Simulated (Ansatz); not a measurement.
**Ansatz 0.2.0, vacancy hop by nudged elastic band: YSi2Ru2**

Run with:

```bash
ansatz run input.yaml --threads 4 --pin off --max-ram 8192MiB --backend cpu --events-out ev --progress --plain --runs-dir out
```

The input file (Ansatz 0.2.0, plane waves):

```yaml
crystal:
  lattice:
    - [0.0, 8.251674, 4.4e-07]
    - [8.251674, 0.0, 4.4e-07]
    - [2.06291875, 2.06291875, -4.73428278]
  atoms:
    - { symbol: "Y", position: [-0.00019062, -0.00279383, 0.00120972] }
    - { symbol: Ru, position: [0.1229058, 0.3760558, 0.49713964] }
    - { symbol: Si, position: [0.18874604, 0.18979836, 0.25420779] }
    - { symbol: Si, position: [0.31702606, 0.31086221, 0.74647402] }
    - { symbol: "Y", position: [-0.00310794, 0.49892047, -3.363e-05] }
    - { symbol: Ru, position: [0.3736038, 0.6286467, 0.49933344] }
    - { symbol: Ru, position: [0.12560893, 0.87433427, 0.49989217] }
    - { symbol: Si, position: [0.1898133, 0.68965006, 0.24403046] }
    - { symbol: Si, position: [0.31444555, 0.81399092, 0.75174067] }
    - { symbol: "Y", position: [0.50054621, 0.00075936, 0.00063091] }
    - { symbol: Ru, position: [0.87676816, 0.12295242, 0.50126322] }
    - { symbol: Ru, position: [0.62916886, 0.37223558, 0.50113254] }
    - { symbol: Si, position: [0.68872294, 0.18393136, 0.24677688] }
    - { symbol: Si, position: [0.8126084, 0.30973307, 0.75162074] }
    - { symbol: "Y", position: [0.49876755, 0.49719162, 0.00563895] }
    - { symbol: Ru, position: [0.87271827, 0.62273887, 0.5115921] }
    - { symbol: Ru, position: [0.62802859, 0.87631153, 0.50011368] }
    - { symbol: Si, position: [0.69102003, 0.68304468, 0.25134108] }
    - { symbol: Si, position: [0.8109275, 0.80992037, 0.7501208] }
kpoints:
  mp_grid: { grid: [2, 2, 3] }
magnetization:
  spin_polarized: false
scf:
  occupations: { method: gaussian, width: 0.1 }
hamiltonian:
  pseudopotentials: { kind: paw }
  xc: pbesol
basis:
  ecutwfc: 420
neb:
  images: 3
  relax_end_points: true
  climbing: true
  f_tol: 0.1
  max_iterations: 40
  order_check: false
  final_atoms:
    - { symbol: "Y", position: [-0.00019062, -0.00279383, 0.00120972] }
    - { symbol: Ru, position: [0.1229058, 0.3760558, 0.49713964] }
    - { symbol: Si, position: [0.18874604, 0.18979836, 0.25420779] }
    - { symbol: Si, position: [0.31702606, 0.31086221, 0.74647402] }
    - { symbol: "Y", position: [-0.00310794, 0.49892047, -3.363e-05] }
    - { symbol: Ru, position: [0.3736038, 0.6286467, 0.49933344] }
    - { symbol: Ru, position: [0.12560893, 0.87433427, 0.49989217] }
    - { symbol: Si, position: [0.1898133, 0.68965006, 0.24403046] }
    - { symbol: Si, position: [0.31444555, 0.81399092, 0.75174067] }
    - { symbol: "Y", position: [0.50054621, 0.00075936, 0.00063091] }
    - { symbol: Ru, position: [0.87676816, 0.12295242, 0.50126322] }
    - { symbol: Ru, position: [0.62916886, 0.37223558, 0.50113254] }
    - { symbol: Si, position: [0.68872294, 0.18393136, 0.24677688] }
    - { symbol: Si, position: [0.8126084, 0.30973307, 0.75162074] }
    - { symbol: "Y", position: [0.49876755, 0.49719162, 0.00563895] }
    - { symbol: Ru, position: [0.87271827, 0.62273887, 0.5115921] }
    - { symbol: Ru, position: [0.37600283, 1.12816581, 0.4980422] }
    - { symbol: Si, position: [0.69102003, 0.68304468, 0.25134108] }
    - { symbol: Si, position: [0.8109275, 0.80992037, 0.7501208] }
```

Origin of the cell: a database entry, scaled a little.

The cell is 2×2×1 cells of YSi2Ru2 with one Ru taken out; atom 17 (Ru) hops into the empty site, 2.94 Å away before the end points are relaxed. All atoms were shaken by about 0.02 Å first.

Output (shortened):

```
Warning: neb: disabling space-group detection — the band's intermediate images generally break the endpoint symmetry, so no spatial operation reduces the k-mesh or symmetrises the density, ex […]
Pseudopotentials: kind: paw
Pseudopotential: Y, paw, valence charge 11, recommended cutoff 420 eV (normal), Y.paw.azcp
Pseudopotential: Ru, paw, valence charge 16, recommended cutoff 420 eV (normal), Ru.paw.azcp
Pseudopotential: Si, paw, valence charge 4, recommended cutoff 420 eV (normal), Si.paw.azcp
Functional definition: PBEsol
  exchange = pbesol_x
  correlation = pbesol_c
parallel-image band execution: 3 concurrent image workers
NEB image 0
Crystal: 19 atoms, lattice volume = 322.358 Å³
Basis set: ecut = 420 eV, 6329 PW (Γ), exchange–correlation on 120×120×80 points (8 copies of the dense FFT grid, shifted against one another)
Bands: 113, of which v1, the nominal top of the filled ones, is band 94 counted from 1 (93 counted from 0)
Symmetry: 1 space group operations
[… 10 lines left out …]
Initial density: superposition of atomic densities (neutral atoms: chi_scale 0, normalization atom), corrected by the library's trained network
Functional: x = pbesol(κ = 0.804, μ = 0.123457), c = pbesol(β = 0.046)
SCF iter   1: F=—  HF=-60883.531332 eV  Δρ=8.04e-3  dr2=2.49e-1
SCF iter   2: F=—  HF=-60883.497723 eV  Δρ=3.52e-3  dr2=5.55e-2  defer=1
SCF iter   3: F=—  HF=-60883.488686 eV  Δρ=7.40e-4  dr2=2.79e-3  defer=1
SCF iter   4: F=—  HF=-60883.488251 eV  Δρ=2.76e-4  dr2=3.52e-4  defer=1
SCF iter   5: F=—  HF=-60883.488206 eV  Δρ=5.13e-5  dr2=1.12e-5  defer=1
SCF iter   6: F=—  HF=-60883.488799 eV  Δρ=1.23e-5  dr2=7.08e-7  defer=1
SCF iter   7: F=-60883.488799 eV  HF=-60883.488799 eV  Δρ=2.71e-6  dr2=3.60e-8
NEB iter   1: max|band force component| = 1.173e1 eV/Å  barrier→ = 10.6343 eV  barrier← = 10.6342 eV  Δτ_max = 0.2000 Å  (50 SCF iters)
NEB iter   2: max|band force component| = 5.418e0 eV/Å  barrier→ = 5.3676 eV  barrier← = 5.3675 eV  Δτ_max = 0.1876 Å  (25 SCF iters)
NEB iter   3: max|band force component| = 2.098e0 eV/Å  barrier→ = 3.5641 eV  barrier← = 3.5641 eV  Δτ_max = 0.1024 Å  (24 SCF iters)
NEB iter   4: max|band force component| = 4.602e-1 eV/Å  barrier→ = 3.1532 eV  barrier← = 3.1531 eV  CI = image 2  Δτ_max = 0.0383 Å  (21 SCF iters)
NEB iter   5: max|band force component| = 1.158e-1 eV/Å  barrier→ = 3.1184 eV  barrier← = 3.1184 eV  CI = image 2  Δτ_max = 0.0195 Å  (21 SCF iters)
NEB iter   6: max|band force component| = 5.476e-2 eV/Å  barrier→ = 3.1167 eV  barrier← = 3.1166 eV  CI = image 2  Δτ_max = 0.0000 Å  (18 SCF iters)
--- NEB band (5 images, 6 band iterations, 159 SCF iterations, 75 more in tests of the images' electronic states and relaxations of end points) ---
  forward barrier  = 3.116660 eV
  backward barrier = 3.116603 eV
  lagrangian_above_aufbau_ev (what the smearing adds, to first order; not taken off the barriers): saddle image -0.035240 eV, end points -0.027960 and -0.027961 eV
  climbing image's point = of an order that was not read
  energies are F+E_penalty+E_count in eV, relative to image 0
  image     s (Å)  Δ vs image 0  max|band force component| (eV/Å)
      0    0.0000      0.000000                                 —
      1    0.8750      1.506360                          2.856e-2
  *   2    1.7495      3.116660                          5.476e-2
      3    2.6232      1.498502                          3.441e-2
      4    3.4974      0.000057                                 —
```

The converged band:

| image | path over all atoms (Å) | ΔF (eV) | Ru x | y | z (Å) |
| --- | --- | --- | --- | --- | --- |
| 0 | 0.00 | 0.000 | 8.23 | 6.21 | -2.37 |
| 1 | 0.87 | 1.506 | 8.67 | 5.77 | -2.37 |
| 2 | 1.75 | 3.117 | 9.28 | 5.16 | -2.37 |
| 3 | 2.62 | 1.499 | 9.89 | 4.55 | -2.37 |
| 4 | 3.50 | 0.000 | 10.33 | 4.12 | -2.37 |

Highest image (2), forces in eV/Å:

```xyz
19
Lattice="0.000 8.252 0.000 8.252 0.000 0.000 2.063 2.063 -4.734" Properties=species:S:1:pos:R:3:forces:R:3 pbc="T T T" image=2
Y    -0.007    0.007   -0.004    0.009   -0.003    0.003
Ru    4.096    2.094   -2.371    0.006   -0.003    0.001
Si    2.029    2.194   -1.301    0.005   -0.003    0.002
Si    3.997    4.161   -3.440    0.010   -0.011   -0.003
Y     4.120    0.005   -0.006    0.011    0.024    0.023
Ru    6.198    4.133   -2.424   -0.018    0.001    0.008
Ru    8.246    2.085   -2.424    0.003   -0.018   -0.001
Si    6.184    2.071   -1.340    0.019    0.025   -0.010
Si    8.055    3.942   -3.798    0.004    0.015    0.024
Y     0.002    4.126    0.000   -0.055    0.042   -0.010
Ru    2.057    8.244   -2.316   -0.010    0.020   -0.012
Ru    4.105    6.196   -2.317    0.020   -0.012   -0.004
Si    2.248    6.387   -0.943   -0.026   -0.015   -0.033
Si    4.119    8.258   -3.401   -0.022   -0.016    0.012
Y     4.120    4.135   -0.003    0.004   -0.012   -0.002
Ru    6.207    8.235   -2.371    0.004   -0.001    0.001
Ru    9.277    5.162   -2.368    0.012   -0.010    0.003
Si    6.307    6.168   -1.301    0.013   -0.017    0.010
Si    8.274    8.136   -3.440    0.012   -0.006   -0.011
```

Barrier of this path: 3.12 eV forwards, 3.12 eV backwards, after 6 band iterations.

Caveats: no moments, though an odd count or open d shells may carry them; the k mesh is coarse if the cell is a metal; a small cell with a neutral vacancy and no spin, whose shape can make like sites unlike; the cell is held at a rescaled volume, and strain moves barriers; the hop was drawn among near neighbours and need not be the easiest path; few images and a loose tolerance, and neither the top nor the ends were tested for their order.

The run took 5 min on 4 threads of Arm Neoverse V1 (shared host), peak memory 1.9 GiB, from the program's own first density.
